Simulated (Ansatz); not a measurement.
HfZr₂Se₆ (P-3m1) at 3 levels of theory

One geometry, relaxed with PBE; plane waves with PAW potentials in Ansatz, scalar-relativistic. No spin polarisation. Gaps are the least over mesh and band path; pressure is positive in compression.

```cif
data_structure
_symmetry_space_group_name_H-M 'P 1'
_symmetry_Int_Tables_number 1
_cell_length_a 3.7897
_cell_length_b 3.7897
_cell_length_c 20.8160
_cell_angle_alpha 90.000
_cell_angle_beta 90.000
_cell_angle_gamma 120.000
_cell_volume 258.91
loop_
_atom_site_label
_atom_site_type_symbol
_atom_site_fract_x
_atom_site_fract_y
_atom_site_fract_z
_atom_site_occupancy
Zr1 Zr 0.00000 0.00000 0.83443 1
Zr2 Zr 0.00000 0.00000 0.16557 1
Hf1 Hf 0.00000 0.00000 0.50000 1
Se1 Se 0.33333 0.66667 0.91067 1
Se2 Se 0.33333 0.66667 0.24180 1
Se3 Se 0.33333 0.66667 0.57535 1
Se4 Se 0.66667 0.33333 0.08933 1
Se5 Se 0.66667 0.33333 0.42465 1
Se6 Se 0.66667 0.33333 0.75820 1
```

```json
{"level": "PBE", "cutoff (eV)": "420", "k mesh": "12×12×2", "gap (eV)": "0.42", "pressure (GPa)": "0.0"}
```

What comes out on the same cell with r2SCAN, PBEsol?

```
 level  cutoff (eV)   k mesh  gap (eV)  pressure (GPa)
r2SCAN          500  12×12×2      0.73            -0.7
PBEsol          420  12×12×2      0.36            -2.6
```

Spin-orbit coupling matters for the bands of heavy elements and is left out. The cell holds layers, chains or molecules and no dispersion correction was added, so their binding is poorly described.

The structure comes from a generated guess; another structure or a mixture of phases may lie lower.
